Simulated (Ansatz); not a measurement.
Total density of states per atom from DFT-r²SCAN in the program Ansatz with PAW potentials, in 0.25 eV bins, energy from the Fermi level:

```
E (eV) | states/eV/atom
    -7.85 |  0.02
    -7.60 | # 0.09
    -7.35 | # 0.12
    -7.10 | ## 0.19
    -6.85 | #### 0.36
    -6.60 | #### 0.39
    -6.35 | ### 0.25
    -6.10 | ##### 0.46
    -5.85 | #### 0.38
    -5.60 | #### 0.37
    -5.35 | #### 0.39
    -5.10 | #### 0.38
    -4.85 | #### 0.38
    -4.60 | ######### 0.88
    -4.35 | ###### 0.62
    -4.10 | ######## 0.78
    -3.85 | ########## 0.96
    -3.60 | ######## 0.74
    -3.35 | #### 0.41
    -3.10 | ############ 1.21
    -2.85 | ################# 1.68
    -2.60 | ##################### 2.08
    -2.35 | ################## 1.75
    -2.10 | ####################### 2.20
    -1.85 | ################# 1.62
    -1.60 | ############################ 2.74
    -1.35 | ############################## 2.93
    -1.10 | ############################ 2.75
    -0.85 | ############ 1.15
    -0.60 | ############### 1.47
    -0.35 | ######### 0.88
    -0.10 | ##### 0.53
     0.15 | ###### 0.60
     0.40 | ###### 0.57
     0.65 | ##### 0.48
     0.90 | ##### 0.50
     1.15 | #### 0.35
     1.40 | ### 0.25
     1.65 | # 0.14
     1.90 | # 0.13
     2.15 | ## 0.24
     2.40 | ## 0.22
     2.65 | ### 0.25
     2.90 | ## 0.24
     3.15 | ## 0.20
     3.40 | ### 0.30
     3.65 | #### 0.38
     3.90 | #### 0.34
     4.15 | ### 0.28
     4.40 | ### 0.29
     4.65 | #### 0.36
     4.90 | #### 0.40
```

Question: Which of these materials gives this?
A) InNi3N, anti-perovskite
B) LaSi3Ru, I4mm (La on 2a, Si on 2a, Si on 4b, Ru on 2a)
C) BeTe, zinc blende
D) Ni6SnTe2, I4mm (Pearson symbol tI18)

Answer: D, Ni6SnTe2, I4mm (Pearson symbol tI18). Within 0.5 eV of the Fermi level: Ni 3d 73 %, Te 5p 15 %. Projections are on Löwdin-orthogonalised atomic valence shells; empty p or d shells of many metals are not among them.

The workflow started from a Materials Project entry (that database holds measured and hypothetical structures alike); the Crystallography Open Database copy checked does not list it. Its standing as an ambient phase is unchecked. The cell was relaxed with r²SCAN under the symmetry of its start; whether a distortion lowers the energy is not shown. No spin polarisation was allowed. Spin–orbit coupling is left out wherever it is not named.

Potentials: the later of the program's two PAW sets.
